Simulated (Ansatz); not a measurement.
Relaxed-ion elastic tensor of NiBi (NiAs type, P6_3/mmc) in GPa (Voigt order), the program Ansatz at the LDA level (PAW); density 12.14 g/cm³, 18.30 Å³ per atom.

```csv
,1,2,3,4,5,6
1,168,85.5,91.9,0.0,0.0,0.0
2,85.5,168,91.9,0.0,0.0,0.0
3,91.9,91.9,171,0.0,0.0,0.0
4,0.0,0.0,0.0,59.9,0.0,0.0
5,0.0,0.0,0.0,0.0,59.9,0.0
6,0.0,0.0,0.0,0.0,0.0,41.2
```

Is the crystal mechanically stable?

Yes: the smallest eigenvalue of C is 41.2 GPa.

Work out the Voigt, Reuss and Hill averages.

K_V = 116, K_R = 116, K_H = 116; G_V = 48.0, G_R = 46.2, G_H = 47.1 GPa.

Give Young's modulus, Poisson's ratio, Pugh's ratio and the universal anisotropy index.

E = 9KG/(3K + G) = 124 GPa; ν = 0.32; K/G = 2.47 (ductile by the Pugh limit of 1.75); A_U = 5G_V/G_R + K_V/K_R − 6 = 0.20.

Estimate the sound speeds and the Debye temperature.

v_l = √((K + 4G/3)/ρ) = 3840 m/s, v_t = √(G/ρ) = 1970 m/s, mean 2210 m/s; Θ = (h/k)(3n/4πV)^(1/3) v_m = 249 K.

How much does each axis shrink under pressure?

Linear compressibilities β_i = Σ_j S_ij (j = 1 to 3): x 3.0, y 3.0, z 2.6 per TPa.

The workflow started from a Materials Project entry (that database holds measured and hypothetical structures alike); the Crystallography Open Database copy checked does not list it. Its standing as an ambient phase is unchecked. Symmetry was held in the LDA relaxation; of distortions, only those at the zone centre were tested. No spin polarisation was allowed. As this level gives no gap, shear constants depend on the k-mesh and smearing (Fermi–Dirac, 0.1 eV here). Scalar-relativistic: spin–orbit coupling is off unless named, which matters more the heavier the elements.

Potentials: the later of the program's two PAW sets.
